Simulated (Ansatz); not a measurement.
Space group P6_3/mmc (No. 194). a = 2.814 Å, b = 2.814 Å, c = 12.583 Å, α = 90.00°, β = 90.00°, γ = 120.00°
```csv
atom,site,symmetry,x,y,z
Al,2d,-6m2,0.6667,0.3333,0.2500
Cr,4f,3m.,0.3333,0.6667,0.4156
C,2a,-3m.,0.0000,0.0000,0.5000
```

Equation of state of this AlCr$_{2}$C structure (not necessarily the ground state), with shape and atoms relaxed at each volume where symmetry leaves them free. It has no gap at any of these volumes. These are results of Ansatz 0.2.0, DFT PBEsol, scalar-relativistic, plane waves, PAW, not measurements.

Plane waves to 420 eV, a k mesh through Γ of 12×12×4 on the computed 8-atom cell and Gaussian smearing (0.10 eV); no spin polarisation.

```
V (Å³/atom) E − E(largest V) (meV/atom) P (GPa)
     10.136                         5.01    14.22
     10.460                       -15.62     6.55
     10.783                       -21.96     0.00
     11.107                       -16.14    -5.53
     11.430                         0.00   -10.24
```

Question: Fit a third-order Birch–Murnaghan equation to E(V).

Answer: V0 = 10.78 Å³/atom, B0 = 200 GPa, B0' = 4.4.

Spin polarisation was left out, and a magnetic state may lie lower.

Cost: 5 runs of about 9.8 core-minutes in all, on AMD EPYC 7571 (shared hosts).